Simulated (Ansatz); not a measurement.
Input:

CsB$_{3}$N$_{3}$:
```
CsB3N3
1.0
    4.35680     0.00000     0.00000
   -2.17840     3.77310     0.00000
    0.00000     0.00000    12.88548
N B Cs
6 6 2
Direct
  0.33215   0.33215   0.75000
  0.66785   0.00000   0.75000
  0.00000   0.66785   0.75000
  0.66785   0.66785   0.25000
  0.00000   0.33215   0.25000
  0.33215   0.00000   0.25000
  0.33405   0.00000   0.75000
  0.66595   0.66595   0.75000
  0.00000   0.33405   0.75000
  0.66595   0.00000   0.25000
  0.00000   0.66595   0.25000
  0.33405   0.33405   0.25000
  0.00000   0.00000   0.00000
  0.00000   0.00000   0.50000
```

This is the r²SCAN+D4-relaxed structure.

All from DFT-r²SCAN+D4 in the program Ansatz with PAW potentials, unless another level is named. Give the electronic character.

metallic (no gap).

What about the formation energy from the elements (no fitted shifts)?

-1.09 eV/atom.

Predict the density of states at the Fermi level.

0.30 states/eV per atom (mean over ±0.08 eV).

Give the gap with spin–orbit coupling.

none (metallic).

Space group P6_3/mcm. The cell is a constructed one: a structure type filled with these elements; neither database checked (COD, Materials Project) lists it. Its standing as an ambient phase is unchecked. The r²SCAN+D4 relaxation kept the symmetry of its start; its stability against distortions is not shown here. The references are the lowest solids computed at this level, not always the standard phases (solids in place of the gases). Spin–orbit coupling is left out wherever it is not named.

Potentials: the later of the program's two PAW sets.
